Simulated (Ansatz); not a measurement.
TePt: do energies and stresses tell the same story?

Method: DFT PBEsol, scalar-relativistic, plane waves, PAW (Ansatz 0.2.0).

Cutoff 420 eV; k points 12×12×12 on the computed 4-atom cell (Γ-centred); Gaussian smearing, width 0.10 eV; no spin polarisation.

Relaxed cell: R-3m, a = 3.964 Å, b = 3.964 Å, c = 19.833 Å, α = 90.00°, β = 90.00°, γ = 120.00°, 4 atoms in the primitive cell. Whether it is the stable form of this composition wasn't checked.

Energies at zero smearing and pressures from the stress tensor, at volumes with shape and atoms relaxed:
```
V (Å³/atom) E − E(first) (meV/atom) P (GPa)
     21.140                     0.00     5.31
     21.815                   -15.91     2.31
     22.489                   -20.63     0.01
     23.164                   -16.81    -1.64
     23.839                    -7.43    -2.63
```

Q: Check P = −dE/dV between neighbouring volumes, and get the bulk modulus from the pressures alone.

A: With 1 eV/Å³ = 160.2 GPa:
```csv
middle V (Å³/atom),−ΔE/ΔV (GPa),mean P (GPa)
21.477,3.778,3.811
22.152,1.121,1.158
22.827,-0.907,-0.815
23.501,-2.228,-2.134
```

The two differ by 0.09 GPa at most. The mean of two end pressures misses the average over a step by about ΔV² P″/12, up to 0.06 GPa here; with that taken off 0.04 GPa remains. The stress is the derivative of the free energy, not of the energy at zero smearing, and with free energies 0.00 GPa remains. Around V = 22.489 Å³/atom, the two neighbours give B = −V ΔP/ΔV = 22.489 × 3.95 / 1.349 = 65.8 GPa, against B0 = 65.0 GPa from the Birch–Murnaghan fit of the energies, which describes these points poorly (B0' = 10.2).

Spin–orbit coupling is left out, which can shift energies with elements as heavy as these.